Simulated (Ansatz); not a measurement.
Input:

B:
```yaml
crystal:
  lattice:
    - [-2.31963, 2.31963, 2.31963]
    - [2.31963, -2.31963, 2.31963]
    - [2.31963, 2.31963, -2.31963]
  atoms:
    - { symbol: B, position: [0.00000, 0.25000, 0.50000] }
    - { symbol: B, position: [0.25000, 0.50000, 0.00000] }
    - { symbol: B, position: [0.50000, 0.00000, 0.25000] }
    - { symbol: B, position: [0.25000, 0.25000, 0.25000] }
```

This is the r²SCAN-relaxed structure.

All from the program Ansatz at the r²SCAN level (PAW), unless another level is named. Give the bulk modulus (Birch–Murnaghan fit).

112 GPa.

Predict the elastic constants (relaxed ions, GPa).

C11 = 145, C12 = 94.9, C44 = 26.1.

Space group I4_132. The start of the workflow was typed in or built on a structure type; neither database checked (COD, Materials Project) lists it. It is not the phase usual at ambient conditions (space group No. 166). Symmetry was held in the r²SCAN relaxation; whether a distortion lowers the energy is not shown.

Potentials: the later of the program's two PAW sets.
